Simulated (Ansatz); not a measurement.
LuHg:
```
LuHg
1.0
    3.61713     0.00000     0.00000
    0.00000     3.61713     0.00000
    0.00000     0.00000     3.61713
Lu Hg
1 1
Direct
  0.50000   0.50000   0.50000
  0.00000   0.00000   0.00000
```

Relaxed with r²SCAN. Special points in fractions of this cell's reciprocal vectors: Γ (0.000, 0.000, 0.000); X (0.000, 0.500, 0.000); M (0.500, 0.500, 0.000); R (0.500, 0.500, 0.500).

Task: List the band energies nearest the Fermi level at these points for r²SCAN in the plane-wave PAW code Ansatz.

Result: In eV from the Fermi level; about four levels below and three above (degenerate sets whole), none deeper than 8.9 eV; points with the same levels are listed once.

```
k                          below                     above
-  -----------------------------  ------------------------
Γ        -5.82 -5.82 -5.82 -5.80  0.60 0.60 4.57 4.57 4.57
X  -5.77 -5.77 -5.75 -5.45 -4.66            0.29 1.33 1.33
M  -5.79 -5.79 -4.85 -1.13 -1.13            0.51 3.53 3.53
R        -2.21 -2.21 -2.21 -1.73            5.46 5.46 5.46
```

Space group Pm-3m (CsCl type). The workflow started from a Materials Project entry (that database holds measured and hypothetical structures alike); the Crystallography Open Database files this formula in space group No. 221, but the cells were not matched. Whether it is the stable phase at ambient conditions was not checked. The r²SCAN relaxation kept the symmetry of its start; whether a distortion lowers the energy is not shown. Spin–orbit coupling is left out wherever it is not named.

Potentials: the later of the program's two PAW sets.
